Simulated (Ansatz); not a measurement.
From three elastic constants to directional properties of BaPPt

Computed with Ansatz 0.2.0, DFT PBEsol, scalar-relativistic, plane waves, PAW. Settings: 420 eV plane-wave cutoff, Γ-centred 6×6×6 mesh, Fermi-Dirac smearing of 0.15 eV. No spin polarisation.

The cell, relaxed at this level:
```cif
data_structure
_symmetry_space_group_name_H-M 'P2_13'
_symmetry_Int_Tables_number 198
_cell_length_a 6.5033
_cell_length_b 6.5033
_cell_length_c 6.5033
_cell_angle_alpha 90.000
_cell_angle_beta 90.000
_cell_angle_gamma 90.000
_cell_volume 275.05
loop_
_atom_site_label
_atom_site_type_symbol
_atom_site_symmetry_multiplicity
_atom_site_Wyckoff_symbol
_atom_site_fract_x
_atom_site_fract_y
_atom_site_fract_z
_atom_site_occupancy
Ba1 Ba 4 a 0.63870 0.36130 0.86130 1
P1 P 4 a 0.58328 0.91672 0.08328 1
Pt1 Pt 4 a 0.15073 0.34927 0.65073 1
```

In a metal, frequencies and elastic constants depend on the k mesh and the smearing, soft modes and shear constants most. Spin–orbit coupling is left out, which can shift energies with elements as heavy as these.

With ions relaxed, on the cubic axes: C11 = 119.5, C12 = 75.8, C44 = 39.2 GPa. The density is 8.775 g/cm³.

Task: Is the crystal stable against strain, and how anisotropic is it?

Result: Born's conditions hold: C11 + 2C12 = 271.1, C11 − C12 = 43.7 and C44 = 39.2 GPa are all positive. B = (C11 + 2C12)/3 = 90.4 GPa. The two shear moduli are C44 and C′ = (C11 − C12)/2 = 21.8 GPa, so Zener's ratio is A = C44/C′ = 1.80: the tetragonal shear C′ is the soft one, as in many fcc and bcc metals and zincblende crystals. The Cauchy pressure C12 − C44 is 36.6 GPa; it would vanish for pair forces between atoms on inversion centres at zero pressure, and a positive value is usual with metallic or many-body binding, and where atoms off inversion centres relax under shear, which lowers C44.

Task: Give the sound speeds along the three symmetry directions.

Result: The Christoffel equation gives ρv² for each branch:
| direction | branch | ρv² | GPa | v (m/s) |
| --- | --- | --- | --- | --- |
| [100] | L | C11 | 119.5 | 3690 |
| [100] | T (×2) | C44 | 39.2 | 2113 |
| [110] | L | (C11 + C12 + 2C44)/2 | 136.8 | 3949 |
| [110] | T, u ∥ [001] | C44 | 39.2 | 2113 |
| [110] | T, u ∥ [1-10] | (C11 − C12)/2 | 21.8 | 1577 |
| [111] | L | (C11 + 2C12 + 4C44)/3 | 142.6 | 4032 |
| [111] | T (×2) | (C11 − C12 + C44)/3 | 27.6 | 1774 |

Task: How does Young's modulus depend on direction?

Result: Inverting gives S11 = 16.499, S12 = -6.405, S44 = 25.517 TPa⁻¹. Along a unit vector (l, m, n), 1/E = S11 − 2(S11 − S12 − S44/2)(l²m² + m²n² + n²l²), where the last bracket is 0, 1/4 and 1/3 for [100], [110] and [111]: E = 61, 88 and 103 GPa. With A > 1 the body diagonal is stiffest. For a film on (001), the biaxial modulus is C11 + C12 − 2C12²/C11 = 99 GPa and the normal strain is −2C12/C11 = -1.27 times the in-plane one.

Cost: 2 runs of about 110 core-minutes in all, on Arm Neoverse V2 (shared hosts).